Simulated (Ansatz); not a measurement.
This HoGeF₄ structure is the end of a relaxation. The cell was found from a structure generator's guess, not taken from experiment.

All numbers below come from Ansatz 0.2.0, DFT PBE, scalar-relativistic, plane waves, PAW, and for the lanthanide a 4f-in-core norm-conserving potential. Cutoff 690 eV, Γ-centred mesh, Gaussian smearing, no spin polarisation.

```yaml
crystal:
  lattice:
    - [3.43766, 0.00000, 0.00000]
    - [0.00000, 3.43766, 0.00000]
    - [0.00000, 0.00000, 8.68856]
  atoms:
    - { symbol: Ho, position: [0.00000, 0.00000, 0.50000] }
    - { symbol: Ge, position: [0.00000, 0.00000, 0.00000] }
    - { symbol: F, position: [0.50000, 0.50000, 0.86661] }
    - { symbol: F, position: [0.50000, 0.50000, 0.13339] }
    - { symbol: F, position: [0.00000, 0.00000, 0.72848] }
    - { symbol: F, position: [0.00000, 0.00000, 0.27152] }
```

Energies over the elements count from the elements' standard structures at the same level (F₂ as a molecule), with no fitted energy shifts.

Question: What space group does it have?

Answer: P4/mmm (No. 123). Conventional cell: a = 3.438 Å, c = 8.689 Å. Ho has 2 F at 1.99 Å; Ge has 2 F at 2.36 Å and 8 F at 2.69 Å; around F on its first site lie 1 F at 2.32 Å, 4 Ge at 2.69 Å and 4 F at 2.71 Å (long against the sum of covalent radii); F on its second site is surrounded by 1 Ho at 1.99 Å, 1 Ge at 2.36 Å and 4 F at 2.71 Å.

Question: How far does it lie from the elements in energy?

Answer: −1.85 eV/atom.

Question: Is it a metal?

Answer: Yes, bands cross the Fermi level on the 12×12×6 mesh.

The last run used a 12×12×6 mesh (in the run's order of axes) for its 6-atom cell and Gaussian smearing of 0.10 eV. An odd number of valence electrons (the lanthanide is held trivalent, its 4f shell in the core) allows no gap without spin; another valence of the lanthanide, a larger cell or a magnetic state could open one. A structure relaxed within its symmetry needn't be a true minimum. Another cell of HoGeF4 relaxed alike, in Cmmm, lies 1.00 eV/atom lower, so this cell isn't the stable form at this level.

The lanthanide is trivalent by construction, without f bands, f moments or other valences. The reference runs of the other elements, and any phases without the lanthanide, used 420 eV, which shifts energies against them by under 10 meV/atom. The lanthanide's reference is the lowest of its hcp, dhcp and fcc cells.
